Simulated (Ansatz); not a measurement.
**Os: clamped-ion strain scan**

Method: DFT r2SCAN, scalar-relativistic, plane waves, PAW in Ansatz. The runs took a 500 eV cutoff, a Γ-centred 20×20×20 mesh and Gaussian smearing (0.15 eV). Spin–orbit coupling is left out, which can shift energies with elements as heavy as these. No spin polarisation. Energies are free energies at this smearing, counted from the undisturbed cell; pressure is positive in compression.

Zero of the scan (as given, not relaxed at this level; it stands at -16.9 GPa; this fcc form isn't the usual structure):

```xyz
1
Lattice="0.0000 1.9450 1.9450 1.9450 0.0000 1.9450 1.9450 1.9450 0.0000" Properties=species:S:1:pos:R:3 pbc="T T T"
Os    0.0000    0.0000    0.0000
```

The cell is strained by ε times the Voigt pattern (0, 0, 0, 0, 0, 1) (xx, yy, zz, yz, xz, xy; engineering shear) with fractional coordinates fixed. The cell is metallic on the mesh throughout. At -17 GPa the given cell is far from its own equilibrium, so these figures belong to a strongly strained crystal.

```
      ε  ΔE (meV/atom) stress summed along the pattern (GPa, tension positive) pressure (GPa)
-0.1000          128.3                                                   -28.98           -12.2
-0.0500              ?                                                   -14.21               ?
 0.0000            0.0                                                     0.00           -16.9
 0.0125            1.9                                                        ?               ?
 0.0250            7.8                                                     7.03           -16.6
 0.0375           17.6                                                    10.60           -16.3
 0.0625           49.4                                                    17.86           -15.1
 0.0750           71.5                                                    21.55           -14.3
 0.0875           97.8                                                    25.26           -13.3
```

By symmetry 0.1000 repeats -0.1000, -0.0750 repeats 0.0750, 0.0500 repeats -0.0500, -0.0250 repeats 0.0250 in energy, with the opposite slope along the path.

Q: Give the withheld values.

A: ΔE (meV/atom) at ε = -0.0500: 31.5; pressure (GPa) at ε = -0.0500: -15.7; stress summed along the pattern (GPa, tension positive) at ε = 0.0125: 3.50; pressure (GPa) at ε = 0.0125: -16.8.